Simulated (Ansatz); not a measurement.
Space group F-43m (No. 216). a = 6.098 Å, b = 6.098 Å, c = 6.098 Å, α = 90.00°, β = 90.00°, γ = 90.00°
```csv
atom,site,symmetry,x,y,z
Be,16e,.3m,0.1247,0.3753,0.1247
Be,4d,-43m,0.2500,0.2500,0.7500
Au,4a,-43m,0.0000,0.0000,0.0000
```

Equation of state of this Be$_{5}$Au structure (not necessarily the ground state), with shape and atoms relaxed at each volume where symmetry leaves them free. It has no gap at any of these volumes. Theory: Ansatz, DFT r2SCAN, scalar-relativistic, plane waves, PAW.

Settings: cutoff 500 eV, Γ-centred mesh 10×10×10 on the computed 6-atom cell, Gaussian smearing of 0.10 eV; no spin polarisation.

| V (Å³/atom) | E − E(largest V) (meV/atom) | P (GPa) |
| --- | --- | --- |
| 8.313 | 39.17 | 23.69 |
| 8.596 | 3.89 | 16.38 |
| 8.879 | -19.39 | 10.10 |
| 9.163 | -32.35 | 4.68 |
| 9.446 | -36.41 | 0.01 |
| 9.730 | -32.77 | -4.03 |
| 10.013 | -22.49 | -7.51 |
| 10.391 | 0.00 | -11.43 |

Task: Fit a third-order Birch–Murnaghan equation to E(V).

Result: V0 = 9.45 Å³/atom, B0 = 145 GPa, B0' = 3.9.

Spin-orbit coupling is left out, which matters for the bands of heavy elements.

Cost: 8 runs of about 5.2 core-minutes in all, on Arm Neoverse V1 (shared hosts).